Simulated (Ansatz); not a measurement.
A relaxed structure of BN. Computed with r2SCAN (plane waves to 500 eV, PAW, scalar-relativistic; Ansatz, an electronic-structure program).

```
CELL_PARAMETERS angstrom
      2.49117     0.00000     0.00000
     -1.24559     2.15742     0.00000
      0.00000     0.00000     4.00079
ATOMIC_POSITIONS crystal
  B  0.00000 0.00000 0.00000
  B  0.00000 0.00000 0.50000
  N  0.33333 0.66667 0.25000
  N  0.66667 0.33333 0.75000
```

### Question
Find the space group and the Wyckoff positions (tolerance 0.01 Å).

### Answer
Space group P6₃/mmc (No. 194); a = b = 2.4912 Å, c = 4.0008 Å, α = β = 90.00°, γ = 120.00°

```
atom  site  symmetry       x       y       z
----  ----  --------  ------  ------  ------
B       2a      -3m.  0.0000  0.0000  0.0000
N       2c      -6m2  0.3333  0.6667  0.2500
```

This is the NiAs type.

### Question
Give the shortest distances between elements (the closest pairs, up to four, under 3.6 Å).

### Answer
B–N 1.75 Å; B–B 2.00 Å; N–N 2.46 Å.

```yaml
volume_per_atom: 5.38 Å³
band_gap: 1.83 eV, indirect (valence top at k = (0, 0.2, 0), conduction bottom at K) (no spin-orbit coupling)
smallest_direct_gap: 5.63 eV at k = (0.2667, 0.2667, 0.25)
```

No spin polarisation in the result.

The run could not lose the symmetry of its start.

All atoms sit on sites fixed by symmetry, so only the cell could relax.
